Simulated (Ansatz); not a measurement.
Ansatz (a first-principles code) input:

Ansatz 0.2 input:
```yaml
crystal:
  lattice:
    - [0.0, 3.0541612636, 3.0541612636]
    - [3.0541612636, 0.0, 3.0541612636]
    - [3.0541612636, 3.0541612636, 0.0]
  atoms:
    - { symbol: As, position: [0.75, 0.75, 0.75] }
    - { symbol: In, position: [0.0, 0.0, 0.0] }
kpoints:
  mp_grid: { grid: [8, 8, 8] }
hamiltonian:
  xc: r2scan
  pseudopotentials: { kind: paw }
scf:
  occupations: { method: fixed }
checkpoint: { read: static.run }
output: { bader: true, populations: true }
```

Output (shortened):

```
Pseudopotential: As, paw, valence charge 15
Pseudopotential: In, paw, valence charge 13
Functional definition: r2SCAN
Crystal: 2 atoms, lattice volume = 56.978 Å³
Basis set: ecut = 500 eV, 1459 PW (Γ), exchange–correlation on 128×128×128 points (64 copies of the dense FFT grid, shifted against one another)
Bands: 18, of which v1, the nominal top of the filled ones, is band 14 counted from 1 (13 counted from 0)
Symmetry: 24 space group operations
Space group: F-43m (ITA 216), of the structure as read, at distance tolerance 3.8e-5 Å
k-points: 29 of 512 (time reversal used)
Stability of the state it starts from, as read at its close in the unpolarized treatment …
iter 1 solved again at ethr=5.08e-8 eV; its pass at ethr=3.10e-3 eV (dr2=1.42e-5 eV) is discarded
SCF iter   1: F=—  HF=-10477.176286 eV  |F-HF|=—  |Δ(HF+E_count)|=         —  Δρ=4.00e-7  dr2=4.98e-11  dr2_τ=4.16e-12  ethr=5.08e-8  ⟨swp⟩=3.0  Hψ=3580  notcnv=0  defer=53
preconditioner: auto → none
SCF iter   2: F=-10477.176286 eV  HF=-10477.176286 eV  |F-HF|=4.91e-11  |Δ(HF+E_count)|=   4.99e-8  Δρ=2.86e-7  dr2=2.69e-11  dr2_τ=4.68e-12  ethr=1.00e-12  ⟨swp⟩=7.7  Hψ=2714  notcnv=0
SCF 1 converged in 2 iterations: F = -10477.176286 eV  dr2 = 2.69e-11
SCF converged after 2 iterations
Free energy (F): -10477.176286 eV
Harris-Foulkes:  -10477.176286 eV  (|F-HF|=4.91e-11)
Internal energy: -10477.176286 eV  (E = F + TS)
E sigma→0 (E₀):  -10477.176286 eV
Fermi energy:    7.215223 eV
--- Per-component energies (eV) ---
  E_band       = -340.043227
  E_kinetic    = 345.981357
  E_local      = -3318.922486  (includes V_loc(G=0)·N_el)
  E_nonlocal   = -302.020880
  E_hartree    = 1603.934605
  E_xc         = -274.692628
  E_vxc        = -190.426665  (∫ρ·V_xc dr)
  E_paw        = -6033.094115  (= ΣΔE_a)
  E_vpaw       = -94.278605  (= ΣTr[D̂ρ^β])
  E_aug_tail   = 0.000001  (compensation charges beyond the density's cutoff)
  E_vtau       = 11.754971  (kinetic-family band-sum trace: ∫τ·v_τ [+ j·A + Jᵃ·Aᵃ] dr)
  E_ewald      = -2497.870278
  E_core_change = -0.491862  (= ΣΔE_core)
  E_smearing   =  0.000000  (= −TS)
  E_closure    =  0.000000  (closes the sum)
  Σ components = -10477.176286   (vs F -10477.176286, Δ=0.00e0)
  [band-id]    e_kinetic+e_local+e_nonlocal+2·e_hartree+e_vxc+e_vpaw+e_augmentation_tail+e_vtau = -340.043098   (vs E_band -340.043227, Δ=1.29e-4)
--- Band table (eV; the first three rows and the last of 29) ---
  k-point 0: bands = ["-28.3421", "-28.3421", "-28.3421", "-28.3329", "-28.3329", "-7.6230", "-7.6230", "-7.6230", "-7.4979", "-7.4979", "-4.8824", "7.2152", "7.2152", "7.2152", "7.2989", "11.4788", "11.4788", "11.4788"]
  k-point 1: bands = ["-28.3421", "-28.3420", "-28.3420", "-28.3329", "-28.3329", "-7.6420", "-7.6174", "-7.6174", "-7.4979", "-7.4979", "-4.7216", "5.4162", "7.0301", "7.0301", "8.5408", "11.6152", "11.7564", "11.7564"]
  k-point 2: bands = ["-28.3421", "-28.3419", "-28.3419", "-28.3328", "-28.3328", "-7.6849", "-7.6051", "-7.6051", "-7.4966", "-7.4966", "-4.2827", "3.5697", "6.6594", "6.6594", "8.7451", "12.1911", "12.1911", "12.7079"]
  k-point 28: bands = ["-28.3420", "-28.3420", "-28.3415", "-28.3328", "-28.3326", "-7.7768", "-7.5731", "-7.5506", "-7.5120", "-7.4897", "-2.8569", "1.5614", "4.3104", "4.4150", "11.6803", "11.7965", "12.6286", "13.7083"]
--- Löwdin populations: 2 sites ---
  site symbol       q [e]
     0     As     15.3109
     1     In     12.6508
  spilling = 0.001367 (of n_electrons = 28.000000)
--- Bader charges: 2 sites ---
  site symbol  charge [e]  shift [e]
     0     As     -0.8426     0.0024
     1     In      0.8426     0.0024
  shift: an alarm, by how much a part of what the PAW files miss would move the charge. Where it is large, compare
  with a run on PAW files of another source; a small one proves nothing
  estimated error of the sums over rays = 3.0e-4 e
```

Cost: around 18 core-seconds (rough) on shared cores.

The cell was relaxed with r²SCAN under the symmetry of its start. Spin–orbit coupling is left out wherever it is not named.

Potentials: the later of the program's two PAW sets.

Ansatz is a plane-wave DFT program.
